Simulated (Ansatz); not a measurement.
PbO:
```yaml
crystal:
  lattice:
    - [4.03435, 0.00000, 0.00000]
    - [0.00000, 4.03435, 0.00000]
    - [0.00000, 0.00000, 4.99524]
  atoms:
    - { symbol: Pb, position: [0.50000, 0.00000, 0.23767] }
    - { symbol: Pb, position: [0.00000, 0.50000, 0.76233] }
    - { symbol: O, position: [0.00000, 0.00000, 0.00000] }
    - { symbol: O, position: [0.50000, 0.50000, 0.00000] }
```

Relaxed with PBE+D3(BJ).

### Question
Map the electron localisation function on the plane through (0.500, 0.000, 0.238) spanned by u = [1, 0, 0] and v = [0, 0, 1] in lattice vectors, from plane-wave PAW PBE+D3(BJ) (Ansatz code).

### Answer
x is the fraction of u, y of v (the angle between them is 90°; rows are the nearest grid lines); atoms in the plane: Pb at (0.00, 0.00), O at (0.50, 0.76).
```
y \ x   0.000  0.100  0.200  0.250  0.350  0.450  0.550  0.650  0.750  0.800  0.900   1.00
------  -----  -----  -----  -----  -----  -----  -----  -----  -----  -----  -----  -----
1.00    0.003  0.042  0.397  0.357  0.154  0.266  0.266  0.154  0.357  0.397  0.042  0.003
0.920   0.046  0.186  0.328  0.210  0.399  0.749  0.749  0.399  0.210  0.328  0.186  0.046
0.840   0.383  0.367  0.182  0.232  0.796  0.774  0.774  0.796  0.232  0.182  0.367  0.383
0.760   0.231  0.168  0.187  0.445  0.822  0.453  0.453  0.822  0.445  0.187  0.168  0.231
0.680   0.065  0.062  0.195  0.440  0.790  0.781  0.781  0.790  0.440  0.195  0.062  0.065
0.600   0.017  0.024  0.103  0.231  0.566  0.739  0.739  0.566  0.231  0.103  0.024  0.017
0.520   0.009  0.012  0.030  0.058  0.160  0.268  0.268  0.160  0.058  0.030  0.012  0.009
0.480   0.014  0.015  0.019  0.030  0.070  0.109  0.109  0.070  0.030  0.019  0.015  0.014
0.400   0.190  0.111  0.043  0.030  0.027  0.034  0.034  0.027  0.030  0.043  0.111  0.190
0.320   0.589  0.530  0.276  0.144  0.041  0.026  0.026  0.041  0.144  0.276  0.530  0.589
0.240   0.495  0.523  0.543  0.456  0.125  0.029  0.029  0.125  0.456  0.543  0.523  0.495
0.160   0.407  0.463  0.487  0.481  0.245  0.039  0.039  0.245  0.481  0.487  0.463  0.407
0.0800  0.033  0.178  0.475  0.438  0.211  0.068  0.068  0.211  0.438  0.475  0.178  0.033
0.000   0.003  0.042  0.397  0.357  0.154  0.266  0.266  0.154  0.357  0.397  0.042  0.003
```

The density is the valence pseudo-density with augmentation charge, so density and ELF within about 1 Å of a nucleus are not all-electron values.

Space group P4/nmm. Symmetry was held in the PBE+D3(BJ) relaxation; phonons on a q-mesh show no instability. Scalar-relativistic: spin–orbit coupling is off unless named, which matters more the heavier the elements.

Potentials: the later of the program's two PAW sets.
